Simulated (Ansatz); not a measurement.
Co6W7 in space group R-3m (No. 166; Pearson symbol hR13), plane-wave PAW PBE (Ansatz code), all energies at zero smearing, with the estimated change up to a 700 eV cutoff added, with one set of potentials and settings (totals compare only within such a set). Cell of 13 atoms (7 W, 6 Co): -103459.085 eV.

```json
[
 {"element": "W", "reference phase": "Im-3m, 1 atoms in the cell", "E (eV/atom)": "-10385.9177"},
 {"element": "Co", "reference phase": "P6_3/mmc, 2 atoms in the cell, spin-polarised", "E (eV/atom)": "-5126.1613"}
]
```

Formation energy per atom, worked out: (-103459.085 − 7×(-10385.9177) − 6×(-5126.1613))/13 = -0.053 eV/atom (-5 kJ per mol of atoms), at 0 K, without zero-point energy or fitted corrections.

The start of the workflow was typed in or built on a structure type; neither database checked (COD, Materials Project) lists it. Its standing as an ambient phase is unchecked. The cell was relaxed with PBE under the symmetry of its start; its stability against distortions is not shown here. The workflow began spin-polarised and lost its moments. The references are the lowest solids computed at this level, not always the standard phases. Scalar-relativistic: spin–orbit coupling is off unless named, which matters more the heavier the elements.

Potentials: the earlier of the program's two PAW sets.
